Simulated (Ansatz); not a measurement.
Data:

Si₂W:
```cif
data_Si2W
_chemical_formula_sum 'Si2 W1'
_space_group_name_H-M_alt 'P 1'
_space_group_IT_number 1
_cell_length_a 4.49192
_cell_length_b 4.49192
_cell_length_c 4.49192
_cell_angle_alpha 138.461
_cell_angle_beta 138.461
_cell_angle_gamma 60.198
loop_
_space_group_symop_operation_xyz
  'x, y, z'
loop_
_atom_site_label
_atom_site_type_symbol
_atom_site_fract_x
_atom_site_fract_y
_atom_site_fract_z
_atom_site_occupancy
Si1 Si 0.33469 0.33469 0.00000 1
Si2 Si 0.66531 0.66531 0.00000 1
W1 W 0.00000 0.00000 0.00000 1
```

This is the LDA-relaxed structure.

Question: All from DFT-LDA in the program Ansatz with PAW potentials, unless another level is named. Estimate the electronic character.

Answer: metallic (no gap).

Question: Predict the density of states at the Fermi level.

Answer: 0.07 states/eV per atom (mean over ±0.08 eV).

Question: Next, the formation energy from the elements (no fitted shifts)?

Answer: -0.44 eV/atom.

Space group I4/mmm (MoSi2 or CaC2 type). Symmetry was held in the LDA relaxation. No spin polarisation was allowed. The references are the lowest solids computed at this level, not always the standard phases. Spin–orbit coupling is left out wherever it is not named.

Potentials: the earlier of the program's two PAW sets. The files were generated under PBE; for other functionals the program regenerates the frozen cores, and for LDA and PBEsol the local potential too.
